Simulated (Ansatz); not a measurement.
In2O3 (La2O3 or Ni2Al3 type, P-3m1), r²SCAN+D4 (plane waves, PAW; program Ansatz), all energies at zero smearing, with the estimated change up to a 700 eV cutoff added, with one set of potentials and settings (totals compare only within such a set). Cell of 5 atoms (2 In, 3 O): -12930.620 eV.

```json
[
 {"element": "In", "reference phase": "I4/mmm, 1 atoms in the cell", "E (eV/atom)": "-5611.9971"},
 {"element": "O", "reference phase": "C2/m, 4 atoms in the cell, spin-polarised", "E (eV/atom)": "-566.0614"}
]
```

Formation energy per atom, worked out: (-12930.620 − 2×(-5611.9971) − 3×(-566.0614))/5 = -1.688 eV/atom (-163 kJ per mol of atoms), at 0 K, without zero-point energy or fitted corrections.

The start of the workflow was typed in or built on a structure type; neither database checked (COD, Materials Project) lists it. It is not the phase usual at ambient conditions (space group No. 206). Symmetry was held in the r²SCAN+D4 relaxation. At this level the phase is mechanically unstable. The volume moved by -25 % from the start of the relaxation. The references are the lowest solids computed at this level, not always the standard phases (solids in place of the gases).

Potentials: the earlier of the program's two PAW sets.
